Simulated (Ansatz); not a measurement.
Se (trigonal-Se type, space group P3_121)

```yaml
crystal:
  lattice:
    - [4.53455, 0.00000, 0.00000]
    - [-2.26727, 3.92703, 0.00000]
    - [0.00000, 0.00000, 5.04146]
  atoms:
    - { symbol: Se, position: [0.21814, 0.00000, 0.83333] }
    - { symbol: Se, position: [0.00000, 0.21814, 0.16667] }
    - { symbol: Se, position: [0.78186, 0.78186, 0.50000] }
```

The slice is a (1 -1 0 0) plane (indices of the conventional cell) through the point (0.782, 0.782, 0.500) (fractional), spanned by u = [110] and v = [001] in vectors of this cell: u (4.53 Å) and v (5.04 Å, at 90° to u). It covers one period; positions are fractions (u, v).

All values below come from PBE (plane waves to 420 eV, PAW, scalar-relativistic; Ansatz, a quantum-chemistry and plane-wave program). k mesh 8×8×7. Inside the PAW spheres the values are not all-electron values, and peaks at nuclei hang on which shells count as valence. Se was relaxed with its symmetry unable to fall.

Three fields on this plane, each scaled to ten steps between its own extremes (0 low, 9 high; the total valence density on a logarithmic scale, the potential cut 8 eV below its top; x marks points blanked near nuclei; v = 0 in the bottom row):

Map A
```
|xxxxx8310000001135xxxx|
|xxxxx4100000000124xxxx|
|xxxx310000000001234xxx|
|xxx10001111000011234xx|
|2100013443210000112222|
|100136xxx6421000011111|
|01136xxxxx521000000011|
|01248xxxxx521000000000|
|01247xxxxx421000000000|
|001245xxx4210000000000|
|0000111111100000000000|
|0000000000000000000000|
|0000111111100000000000|
|001245xxx4210000000000|
|01247xxxxx421000000000|
|01248xxxxx521000000000|
|01136xxxxx521000000011|
|100136xxx6421000011111|
|2100013443210000112222|
|xxx10001111000011234xx|
|xxxx310000000001234xxx|
|xxxxx4100000000124xxxx|
|xxxxx8310000001135xxxx|
|xxxxx9410000001235xxxx|
```

Map B
```
|xxxxx1000000000013xxxx|
|xxxxx1100110000013xxxx|
|xxxx211122211000124xxx|
|xxx32123444321101124xx|
|4432222467653210011234|
|222212xxx9864210001122|
|11111xxxxx974210000011|
|11111xxxxx964210000000|
|00111xxxxx653210000000|
|000112xxx4432100000000|
|0001122333211000000000|
|0000122222210000000000|
|0001122333211000000000|
|000112xxx4432100000000|
|00111xxxxx653210000000|
|11111xxxxx964210000000|
|11111xxxxx974210000011|
|222212xxx9864210001122|
|4432222467653210011234|
|xxx32123444321101124xx|
|xxxx211122211000124xxx|
|xxxxx1100110000013xxxx|
|xxxxx1000000000013xxxx|
|xxxxx1000000000024xxxx|
```

Map C
```
|xxxxx9765433334578xxxx|
|xxxxx8766544334568xxxx|
|xxxx988776554344678xxx|
|xxx99888877654445678xx|
|9999999988776544456788|
|778889xxx9876543344567|
|66788xxxxx987543323445|
|56678xxxxx987543222234|
|45678xxxxx987543211123|
|356789xxx9886542100112|
|3467899999876532100012|
|3467899999876532100012|
|3467899999876532100012|
|356789xxx9886542100112|
|45678xxxxx987543211123|
|56678xxxxx987543222234|
|66788xxxxx987543323445|
|778889xxx9876543344567|
|9999999988776544456788|
|xxx99888877654445678xx|
|xxxx988776554344678xxx|
|xxxxx8766544334568xxxx|
|xxxxx9765433334578xxxx|
|xxxxx9765432234579xxxx|
```

Assign the maps to these fields: density of the lowest conduction band (whole band as if filled, smooth part); density of the highest valence band (whole band, smooth part); valence electron density.

A is the density of the lowest conduction band (whole band as if filled, smooth part); B is the density of the highest valence band (whole band, smooth part); C is the valence electron density.
